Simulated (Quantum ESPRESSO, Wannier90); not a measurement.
**Wannier functions of SiC (wurtzite)**

```yaml
crystal:
  lattice:
    - [3.07351, 0.00000, 0.00000]
    - [-1.53676, 2.66174, 0.00000]
    - [0.00000, 0.00000, 5.04525]
  atoms:
    - { symbol: Si, position: [0.33333, 0.66667, 0.49960] }
    - { symbol: Si, position: [0.66667, 0.33333, 0.99960] }
    - { symbol: C, position: [0.33333, 0.66667, 0.87540] }
    - { symbol: C, position: [0.66667, 0.33333, 0.37540] }
```

Materials Project entry mp-7140; symmetrised, unrelaxed at this level. COD (Crystallography Open Database) has the formula in 5 space groups, this one among them (matched by group alone). Computed values, not measurements, from PBEsol: Quantum ESPRESSO (norm-conserving PseudoDojo potentials, cutoff 66 Ry, no spin polarisation, no spin-orbit coupling) on a Γ-centred 12×12×6 mesh, then Wannier90. Density: 12×12×6 mesh, cold smearing 0.01 Ry.

Base run: 16 functions from bands 1-26 of the 26 computed, start hydrogen-like Si: s;p; C: s;p, centres 0.05 Å off the atoms, frozen window up to 3.62 eV relative to the valence-band maximum, outer window open. Its settings: num_cg_steps = 5, trial_step = 2 and dis_mix_ratio = 0.5 (the program's defaults), conv_tol = 1.0e-6 over 4 steps, num_iter = 1000, dis_conv_tol = 1.0e-6, dis_num_iter = 1000. One of them is changed at a time.

```
run                 disentanglement steps  localisation steps  Ω_I (Å²)  Ω_total (Å²)       ended
------------------  ---------------------  ------------------  --------  ------------  ----------
base                                  442                 968    12.873        14.585   converged
num_cg_steps = 100                    442                 426    12.873        14.579   converged
conv_tol = 1.0e-10                    442                1000    12.873        14.584  step limit
dis_num_iter = 20                      20                 446    15.429        17.429  step limit
```
